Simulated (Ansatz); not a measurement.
VN (rock salt, space group No. 225) under volume change, LDA in the plane-wave PAW code Ansatz, scaled uniformly.

```
V (Å³/atom)  E − E(relaxed) (meV/atom)  P (GPa)
-----------  -------------------------  -------
7.512                             90.1    42.24
7.760                             37.8    25.86
8.008                              8.9    11.89
8.255                              0.0    -0.03
8.503                              8.1   -10.19
8.751                             30.7   -18.86
8.998                             65.7   -26.24
```

Problem. What does a third-order Birch–Murnaghan fit give for V₀, B₀ and B′?

Solution. V₀ = 8.26 Å³/atom, B₀ = 366 GPa, B′ = 4.3.

Space group Fm-3m (rock salt). The LDA relaxation kept the symmetry of its start; of distortions, only those at the zone centre were tested. No spin polarisation was allowed.

Potentials: the later of the program's two PAW sets.
